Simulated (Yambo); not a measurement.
Absorption of KHF$_{2}$ (space group I4/mcm, No. 140) with and without the electron-hole interaction (Yambo, LDA bands; 4×4×4 mesh, 12 valence and 11 conduction bands, static screening with 63 bands and a 3 Ry block, scissor 4.70 eV, Tamm-Dancoff; field along x). Axes are Cartesian, with cell vectors (Å) (-2.80, 2.80, 3.35), (2.80, -2.80, 3.35), (2.80, 2.80, -3.35).

```csv
E (eV),"Im ε, BSE","Im ε, independent quasiparticles"
8.95,0.08,0.01
9.05,0.10,0.01
9.15,0.11,0.01
9.25,0.14,0.01
9.35,0.17,0.01
9.45,0.22,0.01
9.55,0.29,0.01
9.65,0.40,0.01
9.75,0.60,0.01
9.85,0.97,0.01
9.95,1.77,0.01
10.05,3.31,0.01
10.15,4.02,0.01
10.25,2.47,0.01
10.35,1.34,0.02
10.45,0.84,0.02
10.55,0.62,0.02
10.65,0.57,0.02
10.75,0.63,0.02
10.85,0.72,0.02
10.95,1.00,0.02
11.05,1.23,0.03
11.15,0.85,0.03
11.25,0.53,0.03
11.35,0.40,0.04
11.45,0.34,0.05
11.55,0.30,0.07
11.65,0.30,0.11
11.75,0.33,0.16
11.85,0.43,0.13
11.95,0.63,0.10
12.05,0.95,0.10
12.15,1.18,0.11
12.25,1.37,0.13
12.35,1.66,0.18
12.45,1.88,0.28
12.55,1.82,0.48
12.65,1.89,0.80
12.75,1.92,0.87
12.85,1.54,0.63
12.95,1.14,0.46
13.05,0.93,0.44
13.15,0.90,0.37
13.25,1.02,0.29
13.35,1.09,0.27
13.45,1.14,0.32
13.55,1.09,0.40
13.65,1.01,0.49
13.75,0.85,0.56
13.85,0.77,0.58
13.95,0.72,0.63
14.05,0.73,0.81
14.15,0.70,0.85
14.25,0.69,0.75
14.35,0.68,0.72
14.45,0.69,0.79
14.55,0.66,0.94
14.65,0.65,0.92
14.75,0.65,0.77
14.85,0.62,0.74
14.95,0.69,0.85
15.05,0.68,1.05
15.15,0.71,1.20
15.25,0.68,1.37
15.35,0.73,1.40
15.45,0.70,1.28
15.55,0.67,1.28
15.65,0.67,1.36
15.75,0.58,1.43
15.85,0.56,1.49
```

The scissor comes from a G0W0 run whose convergence isn't established. Broadening 0.15 eV. The band window holds all transitions up to 18.1 eV. Fine structure above the onset can come from the mesh.

Geometry of the Materials Project entry, not relaxed at this level; primitive cell a = 5.188 Å, b = 5.188 Å, c = 5.188 Å, α = 114.69°, β = 114.69°, γ = 99.48°.
